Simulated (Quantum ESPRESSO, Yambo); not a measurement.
GaP (zinc blende, space group F-43m, No. 216): static response along x against the Γ-centred k mesh (Yambo on LDA (Quantum ESPRESSO, PseudoDojo norm-conserving, 80 Ry, without SOC) bands; 31 bands, 4 Ry block). The smallest direct LDA gap is 1.89 eV.

| k mesh | ε(0), independent particles | ε(0), RPA with local fields |
|---|---|---|
| 6×6×6 | 14.0 | 12.9 |
| 8×8×8 | 12.2 | 11.1 |
| 12×12×12 | 11.4 | 10.4 |
| 16×16×16 | (withheld) | (withheld) |

### Question
What does the densest mesh give?

### Answer

- 16×16×16, ε(0), independent particles: 11.3
- 16×16×16, ε(0), RPA with local fields: 10.3

The last step changes the RPA value by 0.9 %. Electronic response only; costs are rough.

Geometry relaxed with LDA; primitive cell a = b = c = 3.8099 Å, α = β = γ = 60.00°.
